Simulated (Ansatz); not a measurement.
ScIn (P4/mmm); field of 600 T on the spins.

```
Sc In
1.0
     3.19494    0.00000    0.00000
     0.00000    3.19494    0.00000
     0.00000    0.00000    4.37974
Sc In
1 1
Direct
  0.00000 0.00000 0.00000
  0.50000 0.50000 0.50000
```

The geometry is a structure from the Materials Project, held fixed and not relaxed.

Settings: r²SCAN, 10×10×8 k mesh, Fermi–Dirac smearing of 0.05 eV. PAW means Ansatz 0.2.0 on its default frozen-core files. Site moments are integrated in spheres about the atoms. Start moments (μB): Sc1 0.4.

Iteration by iteration:

| iteration | Harris–Foulkes energy less the last (meV) | density residual (eV) | M (μB) | ∫|m| (μB) |
| --- | --- | --- | --- | --- |
| 1 | 110.209 | 3.8e-01 | 0.3018 | 0.3057 |
| 2 | 48.750 | 2.1e-01 | 0.3459 | 0.3490 |
| 3 | 48.537 | 2.7e-02 | 0.3893 | 0.3939 |
| 4 | 15.748 | 6.9e-03 | 0.4543 | 0.4697 |
| 5 | 6.755 | 1.7e-03 | 0.4774 | 0.5072 |
| 6 | 2.722 | 7.5e-04 | 0.4893 | 0.5297 |
| 7 | 1.180 | 7.9e-04 | 0.4987 | 0.5476 |
| 8 | 0.590 | 6.7e-04 | 0.5035 | 0.5573 |
| 9 | 0.068 | 5.1e-05 | 0.5061 | 0.5641 |
| 10 | 0.102 | 2.0e-05 | 0.5085 | 0.5689 |
| 11 | 0.011 | 3.4e-06 | 0.5060 | 0.5636 |
| 12 | 0.004 | 1.5e-06 | 0.5059 | 0.5637 |
| 13 | 0.001 | 2.7e-07 | 0.5060 | 0.5639 |
| 14 | 0.001 | 9.7e-08 | 0.5059 | 0.5636 |
| 15 | 0.000 | 3.2e-08 | 0.5058 | 0.5634 |
| 16 | 0.000 | 6.3e-09 | 0.5058 | 0.5635 |
| 17 | 0.000 | 1.8e-09 | 0.5059 | 0.5635 |
| 18 | 0.000 | 6.3e-10 | 0.5059 | 0.5635 |
| 19 | 0.000 | 2.3e-10 | 0.5059 | 0.5635 |
| 20 | 0.000 | 4.6e-11 | 0.5059 | 0.5635 |
| 21 | 0.000 | 9.0e-12 | 0.5059 | 0.5635 |

Site moments (μB): Sc1 0.39, In2 -0.02. Cell moment 0.51 μB.

The PAW files were made with PBE; the program remakes their cores once for the run's functional and then keeps them frozen. The Ansatz runs typed with the search for lower states off end where their start leads. r²SCAN is known to give itinerant transition metals moments and polarisation energies that are too large. These are results for the start and cell typed. The real compound can order otherwise, in a larger cell, or not at all, since semilocal functionals at zero temperature often overstate magnetism.
